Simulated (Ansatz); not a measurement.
Given:

Ti3GeC2:
```yaml
crystal:
  lattice:
    - [3.09032, 0.00000, 0.00000]
    - [-1.54516, 2.67630, 0.00000]
    - [0.00000, 0.00000, 17.79589]
  atoms:
    - { symbol: Ti, position: [0.66667, 0.33333, 0.86707] }
    - { symbol: Ti, position: [0.33333, 0.66667, 0.13293] }
    - { symbol: Ti, position: [0.33333, 0.66667, 0.36707] }
    - { symbol: Ti, position: [0.66667, 0.33333, 0.63293] }
    - { symbol: Ti, position: [0.00000, 0.00000, 0.00000] }
    - { symbol: Ti, position: [0.00000, 0.00000, 0.50000] }
    - { symbol: Ge, position: [0.00000, 0.00000, 0.75000] }
    - { symbol: Ge, position: [0.00000, 0.00000, 0.25000] }
    - { symbol: C, position: [0.66667, 0.33333, 0.42799] }
    - { symbol: C, position: [0.33333, 0.66667, 0.57201] }
    - { symbol: C, position: [0.33333, 0.66667, 0.92799] }
    - { symbol: C, position: [0.66667, 0.33333, 0.07201] }
```

This is the r²SCAN-relaxed structure.

Question: All from the program Ansatz at the r²SCAN level (PAW), unless another level is named. Predict the electronic character.

Answer: metallic (no gap).

Question: Give the density of states at the Fermi level.

Answer: 0.32 states/eV per atom (mean over ±0.08 eV).

Question: What about the formation energy from the elements (no fitted shifts)?

Answer: -0.95 eV/atom.

Space group P6_3/mmc. The first step of the workflow began from a Materials Project structure, measured or hypothetical; the Crystallography Open Database copy checked does not list it. Whether it is the stable phase at ambient conditions was not checked. The r²SCAN relaxation kept the symmetry of its start; its stability against distortions is not shown here. No spin polarisation was allowed. The references are the lowest solids computed at this level, not always the standard phases. Spin–orbit coupling is left out wherever it is not named.

Potentials: the later of the program's two PAW sets.
